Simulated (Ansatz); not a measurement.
Here is the system:

Ni₇Ge₄:
```cif
data_Ge4Ni7
_chemical_formula_sum 'Ni7 Ge4'
_space_group_name_H-M_alt 'P 1'
_space_group_IT_number 1
_cell_length_a 3.93007
_cell_length_b 3.93007
_cell_length_c 9.87510
_cell_angle_alpha 90.000
_cell_angle_beta 90.000
_cell_angle_gamma 120.000
loop_
_space_group_symop_operation_xyz
  'x, y, z'
loop_
_atom_site_label
_atom_site_type_symbol
_atom_site_fract_x
_atom_site_fract_y
_atom_site_fract_z
_atom_site_occupancy
Ni1 Ni 0.00000 0.00000 0.37354 1
Ni2 Ni 0.00000 0.00000 0.62646 1
Ni3 Ni 0.00000 0.00000 0.87847 1
Ni4 Ni 0.00000 0.00000 0.12153 1
Ni5 Ni 0.66667 0.33333 0.50000 1
Ni6 Ni 0.33333 0.66667 0.24549 1
Ni7 Ni 0.33333 0.66667 0.75451 1
Ge1 Ge 0.66667 0.33333 0.24152 1
Ge2 Ge 0.66667 0.33333 0.75848 1
Ge3 Ge 0.33333 0.66667 0.00000 1
Ge4 Ge 0.33333 0.66667 0.50000 1
```

This is the PBEsol-relaxed structure.

Task: All from PBEsol in the plane-wave PAW code Ansatz, unless another level is named. Give the electronic character.

Result: metallic (no gap).

Task: Next, the density of states at the Fermi level?

Result: 0.67 states/eV per atom (mean over ±0.08 eV).

Task: Next, the formation energy from the elements (no fitted shifts)?

Result: -0.32 eV/atom.

Task: What about the gap with spin–orbit coupling?

Result: none (metallic).

Space group P-6m2. The first step of the workflow began from a Materials Project structure, measured or hypothetical; the Crystallography Open Database copy checked does not list it. Its standing as an ambient phase is unchecked. The PBEsol relaxation kept the symmetry of its start; of distortions, only those at the zone centre were tested. The run is not spin-polarised. The references are the lowest solids computed at this level, not always the standard phases. Spin–orbit coupling is left out wherever it is not named.

Potentials: the later of the program's two PAW sets.
